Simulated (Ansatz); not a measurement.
An Ansatz (a program for electronic structure) run. Input:

Ansatz 0.2 input:
```yaml
crystal:
  lattice:
    - [0.0, 2.0226208661, 2.0226208661]
    - [2.0226208661, 0.0, 2.0226208661]
    - [2.0226208661, 2.0226208661, 0.0]
  atoms:
    - { symbol: Al, position: [0.5, 0.5, 0.5] }
    - { symbol: N, position: [0.0, 0.0, 0.0] }
kpoints:
  mp_grid: { grid: [12, 12, 12] }
hamiltonian:
  xc: pbesol
  pseudopotentials: { kind: paw }
scf:
  occupations: { method: fixed }
elastic: { mode: relaxed_ion, stencil: two_point, amplitude: 0.005, f_tol: 0.0005 }
```

Output (shortened):

```
Pseudopotential: Al, paw, valence charge 3
Pseudopotential: N, paw, valence charge 5
Functional definition: PBEsol
Crystal: 2 atoms, lattice volume = 16.549 Å³
Basis set: ecut = 420 eV, 331 PW (Γ), exchange–correlation on 40×40×40 points (8 copies of the dense FFT grid, shifted against one another)
Bands: 8, of which v1, the nominal top of the filled ones, is band 4 counted from 1 (3 counted from 0)
Symmetry: 48 space group operations
Space group: Fm-3m (ITA 225), of the structure as read, at distance tolerance 2.5e-5 Å
k-points: 72 of 1728
SCF iter   1: F=—  HF=-905.759421 eV  |F-HF|=—  |Δ(HF+E_count)|=         —  Δρ=1.11e-2  dr2=1.95e-2  ethr=1.77e-3  ⟨swp⟩=4.2  Hψ=3498  notcnv=0  defer=116
preconditioner: auto → none
SCF iter   2: F=—  HF=-905.753769 eV  |F-HF|=—  |Δ(HF+E_count)|=   5.65e-3  Δρ=3.81e-3  dr2=1.61e-3  ethr=2.44e-4  ⟨swp⟩=2.7  Hψ=1430  notcnv=0  defer=137
SCF iter   3: F=—  HF=-905.753275 eV  |F-HF|=—  |Δ(HF+E_count)|=   4.95e-4  Δρ=8.25e-4  dr2=3.52e-5  ethr=2.01e-5  ⟨swp⟩=2.4  Hψ=934  notcnv=0  defer=128
SCF iter   4: F=—  HF=-905.753278 eV  |F-HF|=—  |Δ(HF+E_count)|=   3.46e-6  Δρ=3.01e-5  dr2=5.69e-8  ethr=4.40e-7  ⟨swp⟩=1.1  Hψ=586  notcnv=0  defer=49
SCF iter   5: F=—  HF=-905.753278 eV  |F-HF|=—  |Δ(HF+E_count)|=   3.41e-7  Δρ=4.05e-6  dr2=4.62e-10  ethr=7.11e-10  ⟨swp⟩=2.4  Hψ=841  notcnv=0  defer=25
SCF iter   6: F=—  HF=-905.753278 eV  |F-HF|=—  |Δ(HF+E_count)|=  2.63e-10  Δρ=2.94e-7  dr2=4.82e-12  ethr=5.78e-12  ⟨swp⟩=1.9  Hψ=766  notcnv=0  defer=25
SCF iter   7: F=-905.753278 eV  HF=-905.753278 eV  |F-HF|=0.00e0  |Δ(HF+E_count)|=  3.41e-13  Δρ=3.32e-8  dr2=6.15e-14  ethr=1.00e-12  ⟨swp⟩=5.2  Hψ=2734  notcnv=0
SCF 1 converged in 7 iterations: F = -905.753278 eV  dr2 = 6.15e-14
Crystal: 2 atoms, lattice volume = 16.466 Å³
Symmetry: 16 space group operations
k-points: 163 of 1728
iter 1 solved again at ethr=3.42e-6 eV; its pass at ethr=3.10e-3 eV (dr2=2.73e-4 eV) is discarded
SCF iter   1: F=—  HF=-905.752747 eV  |F-HF|=—  |Δ(HF+E_count)|=         —  Δρ=1.41e-3  dr2=2.93e-4  ethr=3.42e-6  ⟨swp⟩=2.6  Hψ=9679  notcnv=0  defer=310
preconditioner: auto → none
SCF iter   2: F=—  HF=-905.752653 eV  |F-HF|=—  |Δ(HF+E_count)|=   9.41e-5  Δρ=5.48e-4  dr2=3.19e-5  ethr=3.42e-6  ⟨swp⟩=2.3  Hψ=2112  notcnv=0  defer=280
SCF iter   3: F=—  HF=-905.752635 eV  |F-HF|=—  |Δ(HF+E_count)|=   1.78e-5  Δρ=1.87e-4  dr2=4.41e-6  ethr=3.99e-7  ⟨swp⟩=2.4  Hψ=1890  notcnv=0  defer=15
SCF iter   4: F=—  HF=-905.752634 eV  |F-HF|=—  |Δ(HF+E_count)|=   1.71e-6  Δρ=8.21e-5  dr2=8.30e-7  ethr=5.52e-8  ⟨swp⟩=1.0  Hψ=1304  notcnv=0  defer=5
SCF iter   5: F=—  HF=-905.752634 eV  |F-HF|=—  |Δ(HF+E_count)|=   6.24e-8  Δρ=1.70e-5  dr2=3.60e-8  ethr=1.04e-8  ⟨swp⟩=1.8  Hψ=1740  notcnv=0  defer=4
SCF iter   6: F=—  HF=-905.752634 eV  |F-HF|=—  |Δ(HF+E_count)|=   1.48e-8  Δρ=1.83e-6  dr2=4.11e-10  ethr=4.50e-10  ⟨swp⟩=2.0  Hψ=1937  notcnv=0  defer=4
SCF iter   7: F=—  HF=-905.752634 eV  |F-HF|=—  |Δ(HF+E_count)|=  1.74e-10  Δρ=1.07e-7  dr2=1.38e-12  ethr=5.14e-12  ⟨swp⟩=2.0  Hψ=1941  notcnv=0  defer=4
SCF iter   8: F=-905.752634 eV  HF=-905.752634 eV  |F-HF|=1.14e-13  |Δ(HF+E_count)|=  6.82e-13  Δρ=2.92e-9  dr2=9.32e-16  ethr=1.00e-12  ⟨swp⟩=4.0  Hψ=3865  notcnv=0
SCF 2 converged in 8 iterations: F = -905.752634 eV  dr2 = 9.32e-16
Crystal: 2 atoms, lattice volume = 16.632 Å³
iter 1 solved again at ethr=1.82e-9 eV; its pass at ethr=3.10e-3 eV (dr2=1.46e-7 eV) is discarded
SCF iter   1: F=—  HF=-905.752711 eV  |F-HF|=—  |Δ(HF+E_count)|=         —  Δρ=3.64e-5  dr2=1.80e-7  ethr=1.82e-9  ⟨swp⟩=2.0  Hψ=9601  notcnv=0  defer=176
preconditioner: auto → none
SCF iter   2: F=—  HF=-905.752703 eV  |F-HF|=—  |Δ(HF+E_count)|=   7.67e-6  Δρ=1.36e-5  dr2=1.78e-8  ethr=1.82e-9  ⟨swp⟩=2.3  Hψ=1875  notcnv=0  defer=176
SCF iter   3: F=—  HF=-905.752703 eV  |F-HF|=—  |Δ(HF+E_count)|=   6.61e-9  Δρ=4.92e-6  dr2=2.72e-9  ethr=2.22e-10  ⟨swp⟩=2.5  Hψ=1927  notcnv=0  defer=176
SCF iter   4: F=—  HF=-905.752703 eV  |F-HF|=—  |Δ(HF+E_count)|=   1.05e-9  Δρ=4.55e-7  dr2=1.12e-11  ethr=3.40e-11  ⟨swp⟩=2.1  Hψ=1960  notcnv=0  defer=176
SCF iter   5: F=—  HF=-905.752703 eV  |F-HF|=—  |Δ(HF+E_count)|=  2.27e-13  Δρ=7.02e-8  dr2=5.02e-13  ethr=1.40e-13 (applied; sched 1.00e-12)  ⟨swp⟩=2.7  Hψ=2010  notcnv=0  defer=176
SCF iter   6: F=-905.752703 eV  HF=-905.752703 eV  |F-HF|=1.14e-13  |Δ(HF+E_count)|=  1.14e-13  Δρ=1.53e-8  dr2=1.37e-14  ethr=1.00e-12  ⟨swp⟩=4.0  Hψ=3755  notcnv=0
SCF 3 converged in 6 iterations: F = -905.752703 eV  dr2 = 1.37e-14
Crystal: 2 atoms, lattice volume = 16.549 Å³
Symmetry: 8 space group operations
k-points: 280 of 1728
iter 1 solved again at ethr=1.68e-7 eV; its pass at ethr=3.10e-3 eV (dr2=1.35e-5 eV) is discarded
SCF iter   1: F=—  HF=-905.752869 eV  |F-HF|=—  |Δ(HF+E_count)|=         —  Δρ=4.69e-4  dr2=1.85e-5  ethr=1.68e-7  ⟨swp⟩=2.0  Hψ=16722  notcnv=0  defer=514
preconditioner: auto → none
SCF iter   2: F=—  HF=-905.752856 eV  |F-HF|=—  |Δ(HF+E_count)|=   1.33e-5  Δρ=2.05e-4  dr2=3.00e-6  ethr=1.68e-7  ⟨swp⟩=2.0  Hψ=3275  notcnv=0  defer=94
SCF iter   3: F=—  HF=-905.752854 eV  |F-HF|=—  |Δ(HF+E_count)|=   1.15e-6  Δρ=1.71e-5  dr2=8.31e-9  ethr=3.75e-8  ⟨swp⟩=2.1  Hψ=3346  notcnv=0  defer=12
SCF iter   4: F=—  HF=-905.752854 eV  |F-HF|=—  |Δ(HF+E_count)|=   1.11e-7  Δρ=3.04e-6  dr2=1.31e-9  ethr=1.04e-10  ⟨swp⟩=2.1  Hψ=3114  notcnv=0  defer=8
SCF iter   5: F=—  HF=-905.752854 eV  |F-HF|=—  |Δ(HF+E_count)|=  4.16e-10  Δρ=4.62e-7  dr2=2.66e-11  ethr=1.64e-11  ⟨swp⟩=2.4  Hψ=3184  notcnv=0  defer=8
SCF iter   6: F=—  HF=-905.752854 eV  |F-HF|=—  |Δ(HF+E_count)|=  6.82e-12  Δρ=7.46e-8  dr2=4.39e-13  ethr=3.33e-13 (applied; sched 1.00e-12)  ⟨swp⟩=2.4  Hψ=3218  notcnv=0  defer=8
SCF iter   7: F=-905.752854 eV  HF=-905.752854 eV  |F-HF|=1.14e-13  |Δ(HF+E_count)|=  4.55e-13  Δρ=4.27e-9  dr2=1.10e-15  ethr=1.00e-12  ⟨swp⟩=4.0  Hψ=6334  notcnv=0
SCF 4 converged in 7 iterations: F = -905.752854 eV  dr2 = 1.10e-15
Crystal: 2 atoms, lattice volume = 16.549 Å³
iter 1 solved again at ethr=1.26e-10 eV; its pass at ethr=3.10e-3 eV (dr2=1.00e-8 eV) is discarded
SCF iter   1: F=—  HF=-905.752862 eV  |F-HF|=—  |Δ(HF+E_count)|=         —  Δρ=9.65e-6  dr2=6.40e-9  ethr=1.26e-10  ⟨swp⟩=2.4  Hψ=16544  notcnv=0  defer=290
preconditioner: auto → none
SCF iter   2: F=—  HF=-905.752854 eV  |F-HF|=—  |Δ(HF+E_count)|=   7.16e-6  Δρ=4.41e-6  dr2=1.31e-9  ethr=8.00e-11  ⟨swp⟩=2.0  Hψ=3360  notcnv=0  defer=290
SCF iter   3: F=—  HF=-905.752854 eV  |F-HF|=—  |Δ(HF+E_count)|=  1.06e-10  Δρ=2.47e-6  dr2=1.37e-10  ethr=1.64e-11  ⟨swp⟩=2.1  Hψ=3087  notcnv=0  defer=290
SCF iter   4: F=—  HF=-905.752854 eV  |F-HF|=—  |Δ(HF+E_count)|=  1.83e-10  Δρ=2.72e-7  dr2=7.61e-12  ethr=1.71e-12  ⟨swp⟩=1.9  Hψ=2932  notcnv=0  defer=290
SCF iter   5: F=—  HF=-905.752854 eV  |F-HF|=—  |Δ(HF+E_count)|=  6.82e-13  Δρ=8.77e-8  dr2=5.82e-13  ethr=9.51e-14 (applied; sched 1.00e-12)  ⟨swp⟩=2.0  Hψ=2958  notcnv=0  defer=290
SCF iter   6: F=-905.752854 eV  HF=-905.752854 eV  |F-HF|=0.00e0  |Δ(HF+E_count)|=  2.27e-13  Δρ=1.22e-9  dr2=6.65e-17  ethr=1.00e-12  ⟨swp⟩=4.0  Hψ=6376  notcnv=0
SCF 5 converged in 6 iterations: F = -905.752854 eV  dr2 = 6.65e-17
SCF converged after 7 iterations
Free energy (F): -905.753278 eV
Harris-Foulkes:  -905.753278 eV  (|F-HF|=0.00e0)
Internal energy: -905.753278 eV  (E = F + TS)
E sigma→0 (E₀):  -905.753278 eV
Fermi energy:    11.123374 eV
--- Per-component energies (eV) ---
  E_band       = 37.956455
  E_kinetic    = 162.369814
  E_local      = -168.400199  (includes V_loc(G=0)·N_el)
  E_nonlocal   = 54.449485
  E_hartree    = 61.045228
  E_xc         = -102.202433
  E_vxc        = -109.543803  (∫ρ·V_xc dr)
  E_paw        = -577.427900  (= ΣΔE_a)
  E_vpaw       = -23.009390  (= ΣTr[D̂ρ^β])
  E_aug_tail   = 0.000094  (compensation charges beyond the density's cutoff)
  E_ewald      = -335.634605
  E_core_change = 0.047238  (= ΣΔE_core)
  E_smearing   =  0.000000  (= −TS)
  E_closure    = 0.000000  (closes the sum)
  Σ components = -905.753278   (vs F -905.753278, Δ=0.00e0)
  [band-id]    e_kinetic+e_local+e_nonlocal+2·e_hartree+e_vxc+e_vpaw+e_augmentation_tail = 37.956457   (vs E_band 37.956455, Δ=1.69e-6)
--- Forces (eV/Å), atoms counted from 1 ---
  atom   1  Al     0.00000000     0.00000000     0.00000000
  atom   2  N      0.00000000     0.00000000     0.00000000
  max |Σ_I F_I| component: 0.0 eV/Å
--- Stress (GPa, compression-positive) ---
       -0.000889       0.000000       0.000000
        0.000000      -0.000889       0.000000
        0.000000       0.000000      -0.000889
  P = ⅓ Tr σ = -0.0009 GPa (-0.009 kbar)
--- Band table (eV; the first three rows and the last of 72) ---
  k-point 0: bands = ["-6.4001", "11.1234", "11.1234", "11.1234", "16.7520", "23.1022", "23.1022", "23.1022"]
  k-point 1: bands = ["-6.2567", "10.3853", "11.0358", "11.0358", "17.2185", "22.4122", "23.3224", "23.3224"]
  k-point 2: bands = ["-5.8352", "8.7186", "10.8103", "10.8103", "17.8991", "21.7284", "23.6579", "23.6579"]
  k-point 71: bands = ["-1.9569", "5.3777", "5.3777", "7.1852", "19.1693", "21.7145", "21.7145", "23.2802"]
--- Elastic constants: 2 strain directions × 2 members + reference (group order 48) ---
  dense FFT box of the reference and of every strained cell: 20×20×20
  strains applied: 11, 23; error gains: componentwise 1.00 (the most a stress slope's error grows in a printed constant), spectral 1.73 (1 for all six strains …
  C = ∂σ_k/∂η_j (tension-positive GPa; Voigt order 11 22 33 23 13 12):
       453.456    167.504    167.504      0.000      0.000      0.000
       167.504    453.456    167.504      0.000      0.000      0.000
       167.504    167.504    453.456      0.000      0.000      0.000
         0.000      0.000      0.000    311.624      0.000      0.000
         0.000      0.000      0.000      0.000    311.624      0.000
         0.000      0.000      0.000      0.000      0.000    311.624
  reference stress σ⁰ (GPa):      0.001      0.001      0.001      0.000      0.000      0.000
  C* (energy form; C + prestress term) asymmetry max|C*_kj − C*_jk| = 2.842e-14 GPa — a small one proves nothing (zero by symmetry where the batch's group is …
  moduli (Voigt/Reuss/Hill, GPa): K = 262.82/262.82/262.82   G = 244.17/211.73/227.95   E = 530.48   ν = 0.164
  mechanically stable: yes (min eigenvalue of sym C = 285.95 GPa)
  where every solve meets its electron count the energy-path curvature estimates C_jj along a normal strain and C_jj − ¼(σ⁰_aa + σ⁰_bb) along a shear (ab), of …
  strain η (Voigt 11):  stress-route row diagonal C_11 = 453.46 GPa, energy-path curvature d²(F+E_count+ΔE)/dδ²/Ω₀ = 453.67 GPa
         δ    σ_11 (GPa)             F (eV)   n_scf  n_hpsi   n_pw
    -5.000e-3      -2.3328        -905.7526337       8   26576    332   relax 0 steps, max|allowed force component| 0.0 eV/Å
     5.000e-3       2.2018        -905.7527031       6   23256    342   relax 0 steps, max|allowed force component| 0.0 eV/Å
  strain η (Voigt 23):  stress-route row diagonal C_44 = 311.62 GPa, energy-path curvature d²(F+E_count+ΔE)/dδ²/Ω₀ = 311.89 GPa
         δ    σ_23 (GPa)             F (eV)   n_scf  n_hpsi   n_pw
    -5.000e-3      -1.5581        -905.7528544       7   42837    332   relax 0 steps, max|allowed force component| 0.0 eV/Å
     5.000e-3       1.5581        -905.7528544       6   38903    332   relax 0 steps, max|allowed force component| 0.0 eV/Å
```

Cost: roughly 14 core-seconds on shared cores.

This is a known high-pressure phase of the composition, computed here at zero pressure and temperature. Symmetry was held in the PBEsol relaxation; its stability against distortions is not shown here.

Potentials: the later of the program's two PAW sets.

Ansatz is a plane-wave DFT program.
